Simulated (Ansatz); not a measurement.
# Cs$_{2}$NaScCl$_{6}$: computed property card

Cs$_{2}$NaScCl$_{6}$:
```
CELL_PARAMETERS angstrom
      0.00000     5.08740     5.08740
      5.08740     0.00000     5.08740
      5.08740     5.08740     0.00000
ATOMIC_POSITIONS crystal
  Cs 0.75000 0.75000 0.75000
  Cs 0.25000 0.25000 0.25000
  Na 0.50000 0.50000 0.50000
  Sc 0.00000 0.00000 0.00000
  Cl 0.76009 0.23991 0.23991
  Cl 0.23991 0.76009 0.76009
  Cl 0.23991 0.76009 0.23991
  Cl 0.76009 0.23991 0.76009
  Cl 0.23991 0.23991 0.76009
  Cl 0.76009 0.76009 0.23991
```

Space group Fm-3m (No. 225); conventional cell a = b = c = 10.175 Å, α = β = γ = 90.00°.

Method: LDA (plane waves, PAW; program Ansatz). The cell and atoms are relaxed at this level. Other levels are named where they apply.

Cell and energy:

Volume per atom: 26.33 Å³
Density: 3.45 g/cm³
Formation energy from the elements (no fitted shifts): -2.13 eV/atom

Electronic structure:

- Band gap = 3.90 eV (smallest direct gap 3.90 eV)
- Valence-band maximum = at Γ
- Conduction-band minimum = on the Γ–X line, 56 % of the way from Γ (6 equivalent valleys)
- Hole effective mass, band 1 of 3 at the edge = 26 along [100], 2.9 along [110], 2.3 along [111] (mₑ)
- Hole effective mass, band 2 of 3 at the edge = 0.99 along [100], 1.4 along [110], 1.2 along [111] (mₑ)
- Hole effective mass, band 3 of 3 at the edge = 0.99 along [100], 0.99 along [110], 1.2 along [111] (mₑ)

Mechanics:

Bulk modulus (Birch–Murnaghan fit): 29.2 GPa
Pressure derivative B′: 5.7
Elastic constants (relaxed ions, GPa): C11 = 58.6, C12 = 14.7, C44 = 12.7
Mechanical stability: stable (all eigenvalues of C positive)
Hill bulk and shear moduli: 29.3 and 15.9 GPa
Young's modulus: 40.3 GPa
Poisson's ratio: 0.27
Debye temperature from the elastic constants: 239 K

Dielectric response:

- Electronic dielectric constant ε∞ (DFPT) = 3.20
- Static dielectric constant ε0 (ions relaxed, cell fixed) = 7.68
- Born charges (a third of the trace) = Cs +1.35, Na +1.30, Sc +3.43, Cl -1.24 e

Phonons:

* **Highest zone-centre frequency (without LO–TO term)**: 9.50 THz
* **Zone-centre stability**: no imaginary mode at Γ
* **Dynamical stability on the path**: stable (no imaginary branch)
* **Zero-point energy**: 26.0 meV/atom
* **Vibrational entropy at 300 K**: 41.1 J/(K·mol of atoms)

The workflow started from a Materials Project entry (that database holds measured and hypothetical structures alike); the Crystallography Open Database copy checked does not list it. Its standing as an ambient phase is unchecked. The LDA relaxation kept the symmetry of its start. The run is not spin-polarised. The references are the lowest solids computed at this level, not always the standard phases (solids in place of the gases). Spin–orbit coupling is left out wherever it is not named.

Potentials: the later of the program's two PAW sets.
